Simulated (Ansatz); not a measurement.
# HgPt: how the axes shrink under pressure

HgPt, P4/mmm, a = 2.977 Å, c = 3.872 Å. The structure is a COD entry; whether it is the stable form wasn't checked. Ansatz: PBEsol, PAW, 420 eV, Γ-centred 14×14×12 mesh on 2 atoms, Gaussian smearing 0.10 eV; no spin polarisation. Cell and atoms are relaxed at each pressure, and no other structure is tried, so the rows at high pressure may lie past a change of phase. y = 100 ln(c/c0) with c0 = 3.8718 Å, so nearly a change in per cent. The pressures are the targets, met within 0.03 GPa.

```tsv
P (GPa)	y	100 ln(a/a0)
-3.0	?	?
0.0	0.00	0.00
3.0	-0.52	-0.55
8.0	-1.26	-1.38
15.0	-2.16	-2.39
30.0	-3.70	-4.17
60.0	-6.08	-6.76
```

**Question.** Fit y = c1 P + c2 P² to the other rows, give the linear compressibility along c, and predict the missing y.

**Answer.** Least squares on the rows shown. y = −0.1526 P + 0.0008609 P². The linear compressibility along c is −c1/100 = 1.53 per TPa, against 1.71 along a from the same fit to the last column (its missing entry is 0.59): the crystal is about as stiff along both at low pressure. The runs next to zero pressure give 1.85 and 1.90, so a parabola over the whole range misstates the start. With a term in P³ added, the coefficient of P becomes -0.1733, 14 % more, which shows how far this figure hangs on the form. At P = -3.0 the fit asked for gives 0.47. The run gave 0.59, so the fit is 0.12 too low, within twice the rms miss on the fitted rows (0.08).

The mesh isn't the same in all rows (14×14×12, 16×16×12). Spin–orbit coupling is left out, which can shift energies with elements as heavy as these.